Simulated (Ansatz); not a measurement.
MgH₂ (rutile, P4_2/mnm) at seven volumes, LDA in the plane-wave PAW code Ansatz, shape and atoms relaxed at each. One row is withheld.

```tsv
V (Å³/atom)	P (GPa)
8.846	5.87
9.138	3.63
9.429	?
9.721	-0.01
10.012	-1.51
10.304	-2.80
10.596	-3.94
```

Task: Fit the shown pressures and predict the withheld one.

Result: P = (3/2)B₀(x^(7/2) − x^(5/2))[1 + (3/4)(B′ − 4)(x − 1)] with x = (V₀/V)^(2/3). Least squares on the six rows gives V₀ = 9.718 Å³/atom, B₀ = 53.0 GPa, B′ = 3.50. At V = 9.429, x = 1.0203 and P = 1.69 GPa. The run itself gave 1.68 GPa.

The cell was relaxed with LDA under the symmetry of its start; phonons on a q-mesh show no instability.

Potentials: the later of the program's two PAW sets.
